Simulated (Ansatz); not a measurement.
TiO2:
Space group P4₂/mnm (No. 136); a = 4.5969 Å, b = 4.5969 Å, c = 2.9536 Å, α = 90.00°, β = 90.00°, γ = 90.00°

| atom | site | symmetry | x | y | z |
|---|---|---|---|---|---|
| Ti | 2a | m.mm | 0.0000 | 0.0000 | 0.0000 |
| O | 4f | m.2m | 0.3046 | 0.3046 | 0.0000 |

Relaxed with r²SCAN.

Q: Tabulate the valence density and the electron localisation function along the shortest Ti–Ti contact (2.95 Å), the program Ansatz at the r²SCAN level (PAW).

A: 

| distance from Ti (Å) | density (e/Å³) | ELF |
|---|---|---|
| 0.30 | 8.68 | 0.28 |
| 0.44 | 6.36 | 0.58 |
| 0.59 | 3.55 | 0.63 |
| 0.74 | 1.48 | 0.42 |
| 0.89 | 0.56 | 0.14 |
| 1.03 | 0.31 | 0.06 |
| 1.18 | 0.25 | 0.07 |
| 1.33 | 0.24 | 0.09 |
| 1.48 | 0.24 | 0.10 |
| 1.62 | 0.24 | 0.09 |
| 1.77 | 0.25 | 0.07 |
| 1.92 | 0.31 | 0.06 |
| 2.07 | 0.56 | 0.14 |
| 2.22 | 1.48 | 0.42 |
| 2.36 | 3.55 | 0.63 |
| 2.51 | 6.36 | 0.58 |
| 2.66 | 8.68 | 0.28 |

The density is the valence pseudo-density with augmentation charge, so density and ELF within about 1 Å of a nucleus are not all-electron values.

Space group P4_2/mnm (rutile). The r²SCAN relaxation kept the symmetry of its start. No spin polarisation was allowed.

Potentials: the later of the program's two PAW sets.
